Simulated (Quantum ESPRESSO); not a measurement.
## Band energies of K$_{2}$Se at -0.7 % isotropic strain

```
K2Se
1.0
    0.00000     3.77766     3.77766
    3.77766     0.00000     3.77766
    3.77766     3.77766     0.00000
K Se
2 1
Direct
  0.25000   0.25000   0.25000
  0.75000   0.75000   0.75000
  0.00000   0.00000   0.00000
```

norm-conserving PBEsol (Quantum ESPRESSO, 86 Ry, without SOC); path ΓXWKΓLUWLK,UX; energies in eV from the valence-band maximum.

```
k (1/Å)  point  band 13  band 14  band 15  band 16  band 17  band 18  band 19  band 20
-------  -----  -------  -------  -------  -------  -------  -------  -------  -------
0.00         Γ   -12.52   -10.08    -0.18    -0.18    -0.18     2.16     5.29     5.29
0.24             -12.51   -10.02    -0.41    -0.14    -0.14     2.75     5.11     5.44
0.59             -12.49    -9.86    -0.78    -0.03    -0.03     3.55     5.38     5.43
0.83         X   -12.46    -9.82    -0.83     0.00     0.00     3.29     4.98     6.41
0.97             -12.46    -9.82    -0.78    -0.06    -0.01     3.35     5.06     6.37
1.25         W   -12.47    -9.82    -0.43    -0.43    -0.02     3.53     5.60     5.60
1.54         K   -12.47    -9.82    -0.62    -0.24    -0.01     3.55     5.21     6.26
1.64             -12.47    -9.83    -0.49    -0.37    -0.02     3.73     5.24     6.08
1.93             -12.50    -9.91    -0.58    -0.18    -0.08     3.83     5.09     5.39
2.23             -12.52   -10.04    -0.34    -0.16    -0.16     2.57     5.26     5.33
2.42         Γ   -12.52   -10.08    -0.18    -0.18    -0.18     2.16     5.29     5.29
2.73             -12.55    -9.99    -0.48    -0.13    -0.13     3.04     5.34     5.34
3.04             -12.61    -9.88    -0.70    -0.06    -0.06     4.30     5.07     5.53
3.14         L   -12.63    -9.87    -0.71    -0.05    -0.05     4.63     4.69     5.55
3.35             -12.54    -9.85    -0.64    -0.16    -0.04     4.22     4.93     5.71
3.55             -12.48    -9.83    -0.56    -0.30    -0.02     3.69     5.25     6.07
3.65         U   -12.47    -9.82    -0.62    -0.24    -0.01     3.55     5.21     6.26
3.95         W   -12.47    -9.82    -0.43    -0.43    -0.02     3.53     5.60     5.60
4.20             -12.51    -9.84    -0.55    -0.30    -0.03     3.85     5.29     5.78
4.45             -12.60    -9.86    -0.69    -0.07    -0.05     4.57     4.69     5.58
4.54         L   -12.63    -9.87    -0.71    -0.05    -0.05     4.63     4.69     5.55
4.62             -12.59    -9.86    -0.69    -0.07    -0.05     4.57     4.69     5.58
4.87             -12.49    -9.84    -0.56    -0.28    -0.03     3.84     5.22     5.94
5.04         K   -12.47    -9.82    -0.62    -0.24    -0.01     3.55     5.21     6.26
5.04         U   -12.47    -9.82    -0.62    -0.24    -0.01     3.55     5.21     6.26
5.34         X   -12.46    -9.82    -0.83     0.00     0.00     3.29     4.98     6.41
```

The PBEsol gap is indirect, 2.16 eV, from X to Γ; the smallest direct gap is 2.33 eV. Another valence extremum on the path lies within 0.02 eV, too close to call.

Spin-orbit splittings are left out.

Geometry strained from the cell relaxed with PBEsol, atoms relaxed again.
